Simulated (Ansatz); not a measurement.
# YTl: a vibration from a frozen displacement

Method: DFT r2SCAN, scalar-relativistic, plane waves, PAW (Ansatz 0.2.0). The runs took a 500 eV cutoff, a Γ-centred 12×12×12 mesh and Gaussian smearing (0.15 eV). Spin–orbit coupling is left out, which matters for the heavy elements here. No spin polarisation. Energies are free energies at this smearing, counted from the undisturbed cell; pressure is positive in compression.

Reference structure (as given, not relaxed at this level; it stands at 1.6 GPa, and it needn't be the usual structure):

```xyz
2
Lattice="3.7510 0.0000 0.0000 0.0000 3.7510 0.0000 0.0000 0.0000 3.7510" Properties=species:S:1:pos:R:3 pbc="T T T"
Y     1.8755    1.8755    1.8755
Tl    0.0000    0.0000    0.0000
```

Every Tl atom is moved by x along the Cartesian unit vector (-1.000, 0.000, 0.000); the cell and all other atoms stay fixed. The cell's volume is 52.78 Å³; the moved atoms weigh 204.380 u together and the others 88.906 u. Some rows repeat others by symmetry and weren't run.

| x (Å) | ΔE (meV/cell) | total force on the moved atoms along the move (eV/Å) | pressure (GPa) |
| --- | --- | --- | --- |
| -0.1000 | 12.34 | 0.2485 | 1.7003 |
| -0.0875 | 9.44 | 0.2168 | 1.6687 |
| -0.0750 | 6.92 | 0.1853 | 1.6414 |
| -0.0625 | 4.80 | 0.1541 | 1.6184 |
| -0.0500 | 3.07 | 0.1230 | 1.5997 |
| -0.0375 | 1.73 | 0.0921 | 1.5851 |
| -0.0250 | 0.77 | 0.0614 | 1.5747 |
| -0.0125 | 0.19 | 0.0307 | 1.5685 |
| 0.0000 | 0.00 | 0.0000 | 1.5664 |
| 0.0125 | 0.19 | -0.0307 | 1.5685 |
| 0.0250 | 0.77 | -0.0614 | 1.5747 |
| 0.0375 | 1.73 | -0.0921 | 1.5851 |
| 0.0500 | 3.07 | -0.1230 | 1.5997 |
| 0.0625 | 4.80 | -0.1541 | 1.6184 |
| 0.0750 | 6.92 | -0.1853 | 1.6414 |
| 0.0875 | 9.44 | -0.2168 | 1.6687 |
| 0.1000 | 12.34 | -0.2485 | 1.7003 |

Task: What frequency belongs to this motion?

Result: The force constant is k = −dF/dx = 2.456 eV/Å², from the parabola through x = -0.0125, 0 and 0.0125. In every cell the moved atoms swing against the rest, so the mass is μ = m₁m₂/(m₁ + m₂) = 61.955 u, and ν̃ = 521.5 cm⁻¹ × √(|k|/μ) = 104 cm⁻¹, at this cell's pressure of 1.6 GPa. To first order in x, and within 1 %, the force on every atom lies along the move and, within each of the two groups, in proportion to the atom's mass, so this is itself a mode at the zone centre of this cell.

Task: How far does the harmonic law reach?

Result: At x = -0.100 Å, kx²/2 = 12.28 meV against the computed 12.34 meV (+0.5 %): the well is still close to harmonic there.

In a metal these slopes depend on the k mesh and the smearing.